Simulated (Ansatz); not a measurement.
Computed properties of GaSb

GaSb:
```xyz
2
Lattice="-1.5742 2.5519 2.8266 1.5742 -2.5519 2.8266 1.5742 2.5519 -2.8266" Properties=species:S:1:pos:R:3 pbc="T T T"
Ga     0.0000     0.0000     0.0000
Sb     0.0000     0.0000     2.8266
```

Space group Immm (No. 71); conventional cell a = 3.148 Å, b = 5.104 Å, c = 5.653 Å, α = β = γ = 90.00°.

Method: PBEsol (plane waves, PAW; program Ansatz). Geometry: relaxed at this level of theory. Other levels are named where they apply.

### Cell and energy

Volume per atom: 22.71 Å³
Density: 7.00 g/cm³
Formation energy from the elements (no fitted shifts): 0.014 eV/atom

### Electronic structure

- Electronic character = metallic (no gap)
- Density of states at the Fermi level = 0.38 states/eV per atom (mean over ±0.08 eV)
- Gap with spin–orbit coupling = none (metallic)

### Mechanics

Bulk modulus (Birch–Murnaghan fit): 62.6 GPa
Pressure derivative B′: 4.8

### Phonons

* **Highest zone-centre frequency**: 152 cm^-1
* **Zone-centre stability**: no imaginary mode at Γ

The first step of the workflow began from a Materials Project structure, measured or hypothetical; the Crystallography Open Database copy checked does not list it. It is not the phase usual at ambient conditions (space group No. 216). The PBEsol relaxation kept the symmetry of its start. As this level gives no gap, phonon frequencies hold no LO–TO term and depend on the k-mesh and smearing (Fermi–Dirac, 0.1 eV here). The references are the lowest solids computed at this level, not always the standard phases. Scalar-relativistic: spin–orbit coupling is off unless named, which matters more the heavier the elements.

Potentials: the later of the program's two PAW sets.
